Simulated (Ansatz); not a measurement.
BeS:
```xyz
4
Lattice="3.2713 0.0000 0.0000 -1.6356 2.8330 0.0000 0.0000 0.0000 5.2069" Properties=species:S:1:pos:R:3 pbc="T T T"
Be     0.0000     0.0000     0.0000
Be     0.0000     0.0000     2.6034
S      0.0000     1.8887     1.3017
S      1.6356     0.9443     3.9052
```

Relaxed with PBEsol. Special points in fractions of this cell's reciprocal vectors: Γ (0.000, 0.000, 0.000); M (0.500, 0.000, 0.000); K (0.333, 0.333, 0.000); A (0.000, 0.000, 0.500); L (0.500, 0.000, 0.500); H (0.333, 0.333, 0.500).

Task: List the band energies nearest the valence-band maximum at these points for PBEsol in the plane-wave PAW code Ansatz.

Result: In eV from the valence-band maximum; about four levels below and three above (degenerate sets whole), none deeper than 8.9 eV; points with the same levels are listed once.

| k | below | above |
|---|---|---|
| Γ | -0.84 -0.84 -0.80 -0.80 0.00 | 3.39 5.00 5.69 5.69 |
| M | -5.15 -3.59 -2.82 -0.67 | 2.90 3.75 3.78 |
| K | -4.57 -4.57 -3.91 -3.91 | 1.39 7.56 7.56 |
| A | -0.73 -0.73 -0.73 -0.73 | 4.32 4.32 5.07 5.07 5.07 5.07 |
| L | -2.54 -2.54 -2.35 -2.35 | 3.08 3.08 4.26 4.26 |
| H | -6.26 -6.26 -0.78 -0.78 | 3.77 3.77 4.50 4.50 |

Space group P6_3/mmc (NiAs type). The cell is a constructed one: a structure type filled with these elements; neither database checked (COD, Materials Project) lists it. COD files the formula under space group No. 216, so this cell is another polymorph or a model. Whether it is the stable phase at ambient conditions was not checked. The PBEsol relaxation kept the symmetry of its start; its stability against distortions is not shown here.

Potentials: the later of the program's two PAW sets.
